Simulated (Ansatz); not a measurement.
## Deforming HfB

```
Hf B
1.0
     0.00000    2.31000    2.31000
     2.31000    0.00000    2.31000
     2.31000    2.31000    0.00000
Hf B
1 1
Direct
  0.50000 0.50000 0.50000
  0.00000 0.00000 0.00000
```

Atoms are numbered in the order listed.

The cell comes from COD entry 1511179, which wasn't checked; take it as a given geometry.

Spin polarisation is left out, and whether a magnetic state lies lower isn't shown here.

No spin–orbit coupling, which matters for the heavy atoms here.

The calculation used Ansatz 0.2.0, DFT, PBE, all-electron PAW with datasets made for the crystal, scalar-relativistic.

Sampling and basis: a Γ-centred 15×15×15 k mesh, Fermi–Dirac smearing of 0.05 eV, cutoff 400 eV (chosen by the program for this cell), no spin polarisation.

The unchanged cell is at 29.9 GPa, so energy changes include a term −P ΔV where the volume moves.

In a metal, stresses and small energies carry noise from the k mesh.

x, y and z are the Cartesian axes of the cell as listed; fractional coordinates follow a strain, and an engineering shear is twice the off-diagonal strain component.

**Question.** One change gave: energy change +279 meV/atom; stress change (xx, yy, zz, yz, xz, xy) 35.08, 35.08, 9.19, 0.00, 0.00, 0.00 GPa, compression positive. Which change was it?
A. x and y strained by -4 %, z held
B. atom 2 (B) moved by (0.0000, 0.0000, 0.2000) Å
C. z strained by +1 % at fixed volume

**Answer.** A. For z strained by +1 % at fixed volume: energy change +3 meV/atom; stress change (xx, yy, zz, yz, xz, xy) 2.62, 2.62, -5.01, 0.00, 0.00, 0.00 GPa, compression positive. For atom 2 (B) moved by (0.0000, 0.0000, 0.2000) Å: energy change +123 meV/atom; stress change (xx, yy, zz, yz, xz, xy) -1.54, -1.54, 11.60, 0.00, 0.00, 0.00 GPa, compression positive; change of the force on B2 (0.000, 0.000, -2.626) eV/Å.

**Question.** What force constant does this one finite step give for B2 along its displacement (all its periodic images move with it)?

**Answer.** k = −ΔF·u/|u|² = 13.13 eV/Å², so the force pulls the atom back.
